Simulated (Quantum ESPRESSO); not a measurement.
Band energies of SrClF

```xyz
6
Lattice="4.1296 0.0000 0.0000 0.0000 4.1296 0.0000 0.0000 0.0000 6.9766" Properties=species:S:1:pos:R:3 pbc="T T T"
F      2.0648     2.0648     0.0000
F      0.0000     0.0000     0.0000
Cl     2.0648     0.0000     4.4992
Cl     0.0000     2.0648     2.4774
Sr     0.0000     2.0648     5.5778
Sr     2.0648     0.0000     1.3988
```

norm-conserving LDA (Quantum ESPRESSO, 84 Ry, without SOC); path ΓXMΓZRAZ,XR,MA; energies in eV from the valence-band maximum.

```
k (1/Å)  point  band 20  band 21  band 22  band 23  band 24  band 25  band 26  band 27
-------  -----  -------  -------  -------  -------  -------  -------  -------  -------
0.00         Γ    -0.93    -0.93    -0.02     0.00     0.00     5.64     5.75     7.13
0.19              -0.99    -0.92    -0.19    -0.06    -0.03     5.93     6.10     7.20
0.57              -1.20    -0.79    -0.44    -0.43    -0.18     6.96     6.98     7.51
0.76         X    -1.29    -0.64    -0.64    -0.30    -0.30     6.85     6.85     7.60
1.14              -1.64    -0.64    -0.64    -0.27    -0.27     7.30     7.30     7.60
1.33              -1.77    -0.68    -0.68    -0.32    -0.32     7.54     7.54     7.80
1.52         M    -1.79    -0.70    -0.70    -0.36    -0.36     7.59     7.59     8.03
1.70              -1.74    -0.72    -0.64    -0.33    -0.31     7.50     7.60     7.64
1.88              -1.62    -0.73    -0.57    -0.26    -0.23     7.27     7.35     7.55
2.24              -1.20    -0.82    -0.55    -0.08    -0.08     6.61     6.70     7.31
2.42              -1.01    -0.90    -0.21    -0.03    -0.02     5.90     6.06     7.19
2.60         Γ    -0.93    -0.93    -0.02     0.00     0.00     5.64     5.75     7.13
2.82              -0.87    -0.87    -0.27    -0.03    -0.03     5.86     6.18     7.16
3.05         Z    -0.80    -0.80    -0.62    -0.05    -0.05     6.42     6.45     6.86
3.43              -1.27    -0.76    -0.27    -0.15    -0.14     6.89     6.92     7.59
3.62              -1.39    -0.70    -0.45    -0.19    -0.11     6.89     7.04     7.96
3.81         R    -1.42    -0.60    -0.60    -0.17    -0.17     6.97     6.97     8.13
4.00              -1.41    -0.66    -0.66    -0.22    -0.22     7.17     7.17     8.22
4.19              -1.45    -0.70    -0.70    -0.32    -0.32     7.64     7.64     8.35
4.57         A    -1.71    -0.57    -0.57    -0.44    -0.44     8.13     8.13     8.33
4.72              -1.63    -0.64    -0.57    -0.43    -0.41     7.99     8.05     8.40
5.03              -1.34    -1.06    -0.44    -0.33    -0.20     7.55     7.68     8.32
5.18              -1.21    -1.15    -0.30    -0.24    -0.12     7.39     7.49     7.60
5.49              -1.05    -0.85    -0.38    -0.09    -0.08     6.57     6.60     6.97
5.64         Z    -0.80    -0.80    -0.62    -0.05    -0.05     6.42     6.45     6.86
5.64         X    -1.29    -0.64    -0.64    -0.30    -0.30     6.85     6.85     7.60
5.80              -1.33    -0.63    -0.63    -0.26    -0.26     6.88     6.88     7.76
5.95              -1.39    -0.61    -0.61    -0.20    -0.20     6.94     6.94     8.04
6.10         R    -1.42    -0.60    -0.60    -0.17    -0.17     6.97     6.97     8.13
6.10         M    -1.79    -0.70    -0.70    -0.36    -0.36     7.59     7.59     8.03
6.55         A    -1.71    -0.57    -0.57    -0.44    -0.44     8.13     8.13     8.33
```

The LDA gap is direct, 5.64 eV at Γ.

Geometry of the Materials Project entry, not relaxed at this level.
